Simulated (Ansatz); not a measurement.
**Zn2CdTe3: a bulk modulus from differences**

The structure comes from a generated guess, relaxed at this level; another structure or a mixture of phases may lie lower.

Computed with DFT PBE, scalar-relativistic, plane waves, PAW (Ansatz 0.2.0). Plane waves to 420 eV, a 6×6×4 mesh through Γ for the 6-atom cell and 0.02 eV Gaussian smearing; no spin polarisation.

```xyz
6
Lattice="4.4673 0.0000 0.0000 -2.2336 3.8688 0.0000 0.0000 0.0000 11.0010" Properties=species:S:1:pos:R:3 pbc="T T T"
Zn    0.0000    2.5792    7.2661
Zn    2.2336    1.2896    3.7470
Cd    0.0000    0.0000   10.9614
Te    0.0000    0.0000    8.1139
Te    0.0000    2.5792    4.5885
Te    2.2336    1.2896    1.0763
```

The cell was set to several volumes, with shape and atoms relaxed at each where symmetry leaves them free. Pressure is positive in compression, and energies count from the lowest row.

```csv
row,V (Å³/atom),P (GPa),ΔE (meV/atom),gap on mesh (eV)
1,27.886,6.81,71.6,1.15
2,28.836,4.65,37.8,1.03
3,29.787,?,?,?
4,30.738,1.29,3.7,0.81
5,31.688,-0.01,0.0,0.71
6,32.639,-1.10,3.4,0.62
7,33.590,-2.02,12.7,0.53
8,34.857,-3.03,32.8,0.42
```

Question: Find B = −V·ΔP/ΔV from rows 4 and 6 and from rows 1 and 2, and from the two its slope B′ and its value B0 at zero pressure.

Answer: Rows 4 and 6 give −(30.738 + 32.639)/2 × (-1.10 − (1.29))/(32.639 − 30.738) = 39.8 GPa at a mean pressure of 0.09 GPa. Rows 1 and 2 give −(27.886 + 28.836)/2 × (4.65 − (6.81))/(28.836 − 27.886) = 64.5 GPa at a mean pressure of 5.73 GPa. So B′ = (64.5 − 39.8)/(5.73 − (0.09)) = 4.38 and B0 = 39.8 − 4.38 × (0.09) = 39.4 GPa. A third-order Birch–Murnaghan fit to all the energies gives B0 = 39.6 GPa and B′ = 4.7.

Question: Estimate the pressure and energy of row 3.

Answer: From row 5, V0 = 31.688 × (1 + (-0.01)/39.4) = 31.680 Å³/atom. Murnaghan's form P = (B0/B′)·[(V0/V)^B′ − 1] gives (39.4/4.38) × [(31.680/29.787)^4.38 − 1] = 2.79 GPa; the computed pressure is 2.83 GPa, so the estimate is off by -0.04 GPa. The work of compression from row 4, with the mean of the two pressures, gives ΔE = 3.7 + (2.79 + 1.29)/2 × (30.738 − 29.787)/160.2 × 1000 = 15.8 meV/atom (1 eV/Å³ = 160.2 GPa); the computed value is 15.8 meV/atom.

Question: Fit the gap against pressure through the other rows and estimate it at the computed pressure of row 3.

Answer: Over the 7 rows the mean pressure is 0.9414 GPa and the mean gap is 0.753 eV. The sums of products of deviations are S_xx = 77.93 and S_xy = 5.672, so the slope is 5.672/77.93 = 0.07278 (r = 0.99, rms misfit 0.03 eV). At 2.83 GPa the line gives 0.753 + (0.07278) × (2.83 − 0.9414) = 0.89 eV. The computed value is 0.92 eV, so the line is off by -0.03 eV, less than the largest miss among the fitted rows (0.04 eV).

Spin–orbit coupling, which can matter for Te, is left out. Kohn–Sham gaps at this level usually fall short of measured ones. The missing spin–orbit coupling can work the other way here. All volumes keep the k mesh of the relaxed cell. Symmetry constrained the relaxation, so the result can be a saddle point.
